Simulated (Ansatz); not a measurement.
An element in the fcc structure gives these cold pressures by all-electron LAPW under LDA (Ansatz 0.2.0, scalar-relativistic, no spin polarisation).

| V (Å³/atom) | P (GPa) |
| --- | --- |
| 10.89 | -0.03 |
| 10.24 | 13.54 |
| 9.58 | 33.0 |
| 8.71 | 73.0 |
| 7.84 | 139.2 |
| 6.97 | 251.8 |
| 5.99 | 485.6 |
| 4.90 | 1043 |

Task: Which element is it?

Result: Cu. Its zero-pressure volume in this structure is near 10.9 Å³/atom; the volume and the steepness of P(V) together point to it, though neighbours can come close. Neighbours weren't tried against these numbers.
